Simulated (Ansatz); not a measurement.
TePt:
Space group R-3m, hexagonal axes (No. 166); a = b = 3.9692 Å, c = 20.2304 Å, α = β = 90.00°, γ = 120.00°

| atom | site | symmetry | x | y | z |
|---|---|---|---|---|---|
| Pt | 6c | 3m | 0.0000 | 0.0000 | 0.3699 |
| Te | 6c | 3m | 0.0000 | 0.0000 | 0.0975 |
(The calculation used a cell of 4 atoms; values per cell refer to that cell.)

Relaxed at zero pressure with DFT-r²SCAN+D4 in the program Ansatz with PAW potentials.

Q: The volume is lowered by 6 % and shape and atoms relax at that volume. What pressure results, and how do the axes share the change?

A: 4.9 GPa; a -1.1 %, b -1.1 %, c -4.0 %; the energy rises by 19 meV/atom.

Q: Give the new structure.

A: 
Space group R-3m, hexagonal axes (No. 166); a = 3.9269 Å, b = 3.9269 Å, c = 19.4279 Å, α = 90.00°, β = 90.00°, γ = 120.00°

```json
[
 {"atom": "Pt", "site": "6c", "symmetry": "3m", "x": "0.0000", "y": "0.0000", "z": "0.3710"},
 {"atom": "Te", "site": "6c", "symmetry": "3m", "x": "0.0000", "y": "0.0000", "z": "0.1012"}
]
```

The phase is kept; no other phase was compared at this pressure.

The workflow started from an entry of the Crystallography Open Database (COD), which files this formula under 2 space groups. Whether it is the stable phase at ambient conditions was not checked. Symmetry was held in the r²SCAN+D4 relaxation; its stability against distortions is not shown here. The run is not spin-polarised. Scalar-relativistic: spin–orbit coupling is off unless named, which matters more the heavier the elements.

Potentials: the later of the program's two PAW sets.
